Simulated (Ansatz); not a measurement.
## Ansatz 0.2.0, relaxation: CeH$_{2}$ClO$_{2}$

Launch command:

```bash
ansatz run input.yaml --threads 2 --pin off --max-ram 3584MiB --backend cpu --events-out ev --progress --plain --runs-dir out
```

input.yaml:

```yaml
crystal:
  lattice:
    - [6.455533, 0.0, 0.0]
    - [0.0, 3.719611, 0.0]
    - [-1.859463, 0.0, 6.569454]
  atoms:
    - { symbol: Ce, position: [0.28161, 0.25, 0.10881] }
    - { symbol: Ce, position: [0.71839, 0.75, 0.89119] }
    - { symbol: Cl, position: [0.2296, 0.75, 0.4254] }
    - { symbol: Cl, position: [0.7704, 0.25, 0.5746] }
    - { symbol: O, position: [0.1051, 0.75, 0.9081] }
    - { symbol: O, position: [0.8949, 0.25, 0.0919] }
    - { symbol: H, position: [0.1292, 0.75, 0.7668] }
    - { symbol: H, position: [0.8708, 0.25, 0.2332] }
    - { symbol: O, position: [0.5447, 0.75, 0.1597] }
    - { symbol: O, position: [0.4553, 0.25, 0.8403] }
    - { symbol: H, position: [0.6506, 0.75, 0.3008] }
    - { symbol: H, position: [0.3494, 0.25, 0.6992] }
kpoints:
  mp_grid: { grid: [3, 5, 3], shift: [0, 0, 0] }
magnetization:
  spin_polarized: false
scf:
  occupations: { method: fermi_dirac, width: 0.073 }
  lower_state_search: "off"
hamiltonian:
  pseudopotentials: { kind: paw }
  xc: r2scan
basis:
  ecutwfc: 500
  fft_grid_basis: typed
relax:
  max_steps: 40
  cell: { p_target: 0.0 }
  f_tol: 0.03
output:
  forces: true
  stress: true
  eigenvalues: true
  populations: true
  elf: true
  write_potential: true
  volumetric_format: npy
  dos:
    e_range: [-12, 8]
    de: 0.05
    projected: { site_lists: { Ce: [Ce], Cl: [Cl], H: [H], O: [O] } }
  bader: false
checkpoint:
  read: saved_state
```

Origin of the cell: a known structure type with other elements, at an estimated volume, so it need not be a known compound.

The saved state is a converged single point of the same cell.

Steps («new basis» is an SCF on plane waves selected anew at the same cell):

```tsv
step	ΔF (meV/atom)	max force component (eV/Å)	P (GPa)	volume (Å³)	SCF iterations	step was
1	0.0	2.112	0.71	157.75	37	accepted
2	-5.4	1.635	-5.34	163.13	29	accepted
3	-31.3	0.833	-1.60	160.11	19	accepted
4	-36.0	0.302	-0.51	158.70	11	accepted
5	-39.0	0.216	0.31	156.92	13	accepted
6	-41.0	0.357	0.75	154.95	12	accepted
7	-42.1	0.184	0.49	154.39	10	accepted
8	-42.8	0.033	0.05	155.29	12	accepted
9	-42.9	0.037	0.11	154.97	19	accepted
10	-43.0	0.025	-0.03	155.57	10	accepted
11	-43.0	0.018	-0.03	155.45	15	rejected
12	-43.0	0.010	-0.01	155.49	23	accepted
13	-43.0	0.009	0.01	155.49	8	new basis
```

Step 1, with forces in eV/Å:

```xyz
12
Lattice="6.456 0.000 0.000 0.000 3.720 0.000 -1.859 0.000 6.569" Properties=species:S:1:pos:R:3:forces:R:3 pbc="T T T" step=1
Ce    1.616    0.930    0.715    0.080    0.000    0.869
Ce    2.980    2.790    5.855   -0.080    0.000   -0.869
Cl    0.691    2.790    2.795   -0.135    0.000    0.340
Cl    3.905    0.930    3.775    0.135    0.000   -0.340
O    -1.010    2.790    5.966    0.983    0.000   -2.112
O     5.606    0.930    0.604   -0.983    0.000    2.112
H    -0.592    2.790    5.037   -0.913    0.000    1.661
H     5.188    0.930    1.532    0.913    0.000   -1.661
O     3.219    2.790    1.049    1.150    0.000    1.982
O     1.377    0.930    5.520   -1.150    0.000   -1.982
H     3.641    2.790    1.976   -1.033    0.000   -1.654
H     0.955    0.930    4.593    1.033    0.000    1.654
```

Step 2, with forces in eV/Å:

```xyz
12
Lattice="6.517 0.000 -0.068 0.000 3.882 0.000 -1.946 0.000 6.469" Properties=species:S:1:pos:R:3:forces:R:3 pbc="T T T" step=2
Ce    1.638    0.970    0.846    0.425    0.000   -1.032
Ce    2.933    2.911    5.555   -0.425    0.000    1.032
Cl    0.613    2.911    2.921    0.324    0.000   -0.281
Cl    3.957    0.970    3.480   -0.324    0.000    0.281
O    -1.039    2.911    5.888   -0.326    0.000   -0.675
O     5.610    0.970    0.513    0.326    0.000    0.675
H    -0.750    2.911    4.940    0.008    0.000    1.042
H     5.321    0.970    1.461   -0.008    0.000   -1.042
O     3.306    2.911    1.014   -0.341    0.000    1.414
O     1.264    0.970    5.387    0.341    0.000   -1.414
H     3.532    2.911    1.991    0.024    0.000   -1.635
H     1.038    0.970    4.410   -0.024    0.000    1.635
```

Step 3, with forces in eV/Å:

```xyz
12
Lattice="6.452 0.000 -0.065 0.000 3.838 0.000 -1.924 0.000 6.485" Properties=species:S:1:pos:R:3:forces:R:3 pbc="T T T" step=3
Ce    1.633    0.960    0.760    0.113    0.000   -0.077
Ce    2.894    2.879    5.660   -0.113    0.000    0.077
Cl    0.690    2.879    2.843   -0.025    0.000    0.036
Cl    3.837    0.960    3.578    0.025    0.000   -0.036
O    -1.050    2.879    5.885    0.109    0.000   -0.833
O     5.577    0.960    0.535   -0.109    0.000    0.833
H    -0.698    2.879    4.961   -0.247    0.000    0.831
H     5.225    0.960    1.459    0.247    0.000   -0.831
O     3.236    2.879    1.032    0.098    0.000    0.605
O     1.291    0.960    5.388   -0.098    0.000   -0.605
H     3.510    2.879    1.978   -0.064    0.000   -0.751
H     1.017    0.960    4.442    0.064    0.000    0.751
```

Step 4, with forces in eV/Å:

```xyz
12
Lattice="6.444 0.000 -0.106 0.000 3.845 0.000 -1.964 0.000 6.438" Properties=species:S:1:pos:R:3:forces:R:3 pbc="T T T" step=4
Ce    1.637    0.961    0.751    0.056    0.000    0.027
Ce    2.843    2.883    5.581   -0.056    0.000   -0.027
Cl    0.669    2.883    2.825    0.012    0.000    0.041
Cl    3.811    0.961    3.507   -0.012    0.000   -0.041
O    -1.102    2.883    5.837    0.022    0.000   -0.302
O     5.582    0.961    0.495   -0.022    0.000    0.302
H    -0.727    2.883    4.936   -0.111    0.000    0.285
H     5.207    0.961    1.396    0.111    0.000   -0.285
O     3.231    2.883    0.996    0.044    0.000    0.186
O     1.249    0.961    5.336   -0.044    0.000   -0.186
H     3.542    2.883    1.918    0.016    0.000   -0.238
H     0.938    0.961    4.414   -0.016    0.000    0.238
```

Step 5, with forces in eV/Å:

```xyz
12
Lattice="6.402 0.000 -0.186 0.000 3.868 0.000 -2.033 0.000 6.396" Properties=species:S:1:pos:R:3:forces:R:3 pbc="T T T" step=5
Ce    1.638    0.967    0.748    0.085    0.000    0.053
Ce    2.731    2.901    5.462   -0.085    0.000   -0.053
Cl    0.654    2.901    2.819   -0.016    0.000   -0.006
Cl    3.715    0.967    3.391    0.016    0.000    0.006
O    -1.181    2.901    5.795   -0.168    0.000    0.206
O     5.550    0.967    0.415    0.168    0.000   -0.206
H    -0.803    2.901    4.909    0.091    0.000   -0.216
H     5.171    0.967    1.301   -0.091    0.000    0.216
O     3.222    2.901    0.942   -0.025    0.000   -0.144
O     1.147    0.967    5.268    0.025    0.000    0.144
H     3.586    2.901    1.834    0.082    0.000    0.123
H     0.782    0.967    4.376   -0.082    0.000   -0.123
```

Step 7, with forces in eV/Å:

```xyz
12
Lattice="6.271 0.000 -0.368 0.000 3.913 0.000 -2.181 0.000 6.419" Properties=species:S:1:pos:R:3:forces:R:3 pbc="T T T" step=7
Ce    1.641    0.978    0.746   -0.053    0.000    0.035
Ce    2.449    2.935    5.306    0.053    0.000   -0.035
Cl    0.562    2.935    2.800   -0.005    0.000   -0.086
Cl    3.528    0.978    3.251    0.005    0.000    0.086
O    -1.357    2.935    5.830   -0.051    0.000    0.184
O     5.447    0.978    0.222    0.051    0.000   -0.184
H    -0.958    2.935    4.953    0.028    0.000   -0.160
H     5.048    0.978    1.099   -0.028    0.000    0.160
O     3.208    2.935    0.849    0.001    0.000   -0.129
O     0.883    0.978    5.202   -0.001    0.000    0.129
H     3.670    2.935    1.695    0.028    0.000    0.135
H     0.421    0.978    4.356   -0.028    0.000   -0.135
```

Step 8, with forces in eV/Å:

```xyz
12
Lattice="6.254 0.000 -0.398 0.000 3.926 0.000 -2.207 0.000 6.464" Properties=species:S:1:pos:R:3:forces:R:3 pbc="T T T" step=8
Ce    1.641    0.982    0.739   -0.022    0.000    0.016
Ce    2.407    2.945    5.327    0.022    0.000   -0.016
Cl    0.549    2.945    2.780   -0.002    0.000   -0.023
Cl    3.499    0.982    3.285    0.002    0.000    0.023
O    -1.381    2.945    5.889   -0.021    0.000   -0.033
O     5.429    0.982    0.177    0.021    0.000    0.033
H    -1.006    2.945    4.997   -0.010    0.000    0.010
H     5.054    0.982    1.068    0.010    0.000   -0.010
O     3.215    2.945    0.843   -0.005    0.000   -0.010
O     0.832    0.982    5.223    0.005    0.000    0.010
H     3.658    2.945    1.702    0.023    0.000    0.018
H     0.390    0.982    4.364   -0.023    0.000   -0.018
```

Step 9, with forces in eV/Å:

```xyz
12
Lattice="6.250 0.000 -0.430 0.000 3.922 0.000 -2.238 0.000 6.477" Properties=species:S:1:pos:R:3:forces:R:3 pbc="T T T" step=9
Ce    1.642    0.980    0.735    0.019    0.000   -0.026
Ce    2.370    2.941    5.311   -0.019    0.000    0.026
Cl    0.537    2.941    2.756   -0.005    0.000    0.034
Cl    3.475    0.980    3.291    0.005    0.000   -0.034
O    -1.419    2.941    5.895    0.031    0.000   -0.010
O     5.431    0.980    0.152   -0.031    0.000    0.010
H    -1.047    2.941    5.002   -0.014    0.000    0.037
H     5.059    0.980    1.045    0.014    0.000   -0.037
O     3.227    2.941    0.830   -0.020    0.000    0.010
O     0.785    0.980    5.217    0.020    0.000   -0.010
H     3.681    2.941    1.682    0.001    0.000    0.001
H     0.331    0.980    4.364   -0.001    0.000   -0.001
```

Step 10, with forces in eV/Å:

```xyz
12
Lattice="6.265 0.000 -0.439 0.000 3.918 0.000 -2.252 0.000 6.496" Properties=species:S:1:pos:R:3:forces:R:3 pbc="T T T" step=10
Ce    1.647    0.979    0.729   -0.002    0.000    0.025
Ce    2.366    2.938    5.328    0.002    0.000   -0.025
Cl    0.539    2.938    2.766    0.000    0.000   -0.004
Cl    3.474    0.979    3.290    0.000    0.000    0.004
O    -1.431    2.938    5.916    0.008    0.000    0.008
O     5.444    0.979    0.141   -0.008    0.000   -0.008
H    -1.063    2.938    5.022    0.001    0.000   -0.009
H     5.077    0.979    1.035   -0.001    0.000    0.009
O     3.230    2.938    0.828    0.003    0.000   -0.011
O     0.783    0.979    5.228   -0.003    0.000    0.011
H     3.683    2.938    1.682   -0.004    0.000    0.000
H     0.330    0.979    4.375    0.004    0.000    0.000
```

Step 13, with forces in eV/Å:

```xyz
12
Lattice="6.261 0.000 -0.437 0.000 3.918 0.000 -2.248 0.000 6.496" Properties=species:S:1:pos:R:3:forces:R:3 pbc="T T T" step=13
Ce    1.646    0.979    0.732   -0.001    0.000    0.009
Ce    2.367    2.938    5.327    0.001    0.000   -0.009
Cl    0.538    2.938    2.767    0.000    0.000   -0.001
Cl    3.475    0.979    3.292    0.000    0.000    0.001
O    -1.427    2.938    5.917    0.004    0.000    0.003
O     5.440    0.979    0.142   -0.004    0.000   -0.003
H    -1.059    2.938    5.024    0.000    0.000   -0.003
H     5.071    0.979    1.036    0.000    0.000    0.003
O     3.228    2.938    0.829    0.004    0.000    0.003
O     0.784    0.979    5.230   -0.004    0.000   -0.003
H     3.683    2.938    1.682   -0.003    0.000   -0.006
H     0.330    0.979    4.377    0.003    0.000    0.006
```

- Free energy lowered by: 43.0 meV/atom
- Volume change: -1.43 %
- Final pressure: 0.01 GPa
- Relaxation steps listed: 13

Caveats: f shells without a U or exact exchange are poorly placed; no spin polarisation, so a magnetic state may lie lower; no spin-orbit coupling, though heavy elements are present; the k mesh is coarse if the cell is a metal; the relaxation held the start's symmetry, so the end may be a saddle point.

Time: 2.9 min on 2 threads of Intel(R) Xeon(R) 6975P-C (Granite Rapids) (shared host), peak memory 1 GiB, from a saved density.
